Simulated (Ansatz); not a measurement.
Problem. Cl (molecular I2 type, space group No. 64) is relaxed with plane-wave PAW LDA (Ansatz code). What lattice parameters of the conventional cell result?

Solution. a = 6.187 Å, b = 3.713 Å, c = 7.795 Å.

Problem. Give the free coordinates with the occupied sites.

Solution. In one choice of origin and axes:

| atom | site | symmetry | x | y | z |
|---|---|---|---|---|---|
| Cl | 8f | m.. | 0.0000 | 0.3625 | 0.3865 |

Problem. Is it a metal or does it have a gap at this level?

Solution. A gap of 1.86 eV.

Space group Cmce (molecular I2 type). The LDA relaxation kept the symmetry of its start. The substance is a gas or liquid at ambient conditions; this is its low-temperature solid. The volume lies over 15 % below that of the usual cell of this phase: another minimum, or an error of the functional. A crystal of weakly bound units computed without a dispersion correction: the cell and the soft elastic constants depend strongly on that.

Potentials: the earlier of the program's two PAW sets.
